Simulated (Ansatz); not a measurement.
The calculation used Ansatz 0.2.0, DFT PBE, scalar-relativistic, plane waves, PAW. All cells share a 420 eV cutoff and Γ-centred k meshes spaced about 0.3 Å⁻¹ or finer (0.25 for metals, 2π included). No spin polarisation.

These are static total energies at zero pressure.

Compare these two cells of Sc2Ga4S, each relaxed at this level.

A.

```xyz
7
Lattice="3.8469 0.0000 0.0000 0.0000 3.8469 0.0000 0.0000 0.0000 9.0227" Properties=species:S:1:pos:R:3 pbc="T T T"
Sc    0.0000    0.0000    4.5113
Sc    0.0000    0.0000    0.0000
Ga    0.0000    1.9235    6.5777
Ga    1.9235    0.0000    6.5777
Ga    0.0000    1.9235    2.4450
Ga    1.9235    0.0000    2.4450
S     1.9235    1.9235    0.0000
```

B.

```xyz
7
Lattice="3.9795 0.0000 0.0000 0.0000 3.9795 0.0000 0.0000 0.0000 8.4615" Properties=species:S:1:pos:R:3 pbc="T T T"
Sc    1.9897    0.0000    6.0201
Sc    0.0000    1.9897    2.4414
Ga    1.9897    0.0000    1.8721
Ga    0.0000    1.9897    6.5894
Ga    1.9897    1.9897    0.0000
Ga    0.0000    0.0000    0.0000
S     1.9897    1.9897    4.2307
```

Task: Which arrangement of the elements on these sites is preferred, and by what margin?

Result: B is lower, by 164 meV/atom. The two share one framework of sites and differ in which element sits where. A has space group P4/mmm (No. 123), 19.1 Å³/atom and no gap on its mesh; B has space group P-4m2 (No. 115), 19.1 Å³/atom and no gap. Counting Ga or Sc atoms around S (for each partner element, those within 1.25 times its shortest distance or 1.15 times the sum of covalent radii, where it is the nearest in units of that sum or under 1.3), A and B both have S 4. In A, around Sc on its first site lie 8 Ga at 2.82 Å; Ga has 4 Ga at 2.72 Å, 2 Sc at 2.82 Å, 2 S at 3.11 Å and 2 Sc at 3.11 Å; S is surrounded by 4 Sc at 2.72 Å and 8 Ga at 3.11 Å; 1 more site not described. In B, Sc has 2 S at 2.68 Å, 4 Ga at 2.87 Å and 4 Ga at 3.15 Å; Ga on a site of symmetry 2mm is surrounded by 4 Ga at 2.73 Å, 4 Sc at 2.87 Å and 2 S at 3.09 Å; S has 4 Sc at 2.68 Å and 4 Ga at 3.09 Å; 2 more sites not described. Both come from trial cells of a structure search, whose lowest cell (C2/m, 19.0 Å³/atom) lies 69 meV/atom below the lower of the two.

Trial moments fell under 0.15 μB along the way in P4/mmm and P-4m2; another start might hold them. Cells relaxed within their symmetry can be saddle points.
